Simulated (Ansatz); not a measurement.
In the program Ansatz at the r²SCAN level (PAW), Sr in the diamond structure (Fd-3m) relaxes to a = 9.704 Å. Sr has 4 nearest neighbours from 4.20 Å (tetrahedral).

Electronic character: metallic (no gap). Gap from r²SCAN with spin–orbit coupling: none (metallic).

The bulk modulus is 3.0 GPa. The relaxed-ion elastic constants in GPa are C11 = 0.6, C12 = 4.1, C44 = -4.9.

The start of the workflow was typed in or built on a structure type; neither database checked (COD, Materials Project) lists it. It is not the phase usual at ambient conditions (space group No. 225). Symmetry was held in the r²SCAN relaxation. At this level the phase is mechanically unstable. The volume moved by 28 % from the start of the relaxation. As this level gives no gap, shear constants depend on the k-mesh and smearing (Fermi–Dirac, 0.1 eV here). Scalar-relativistic: spin–orbit coupling is off unless named, which matters more the heavier the elements.

Potentials: the later of the program's two PAW sets.
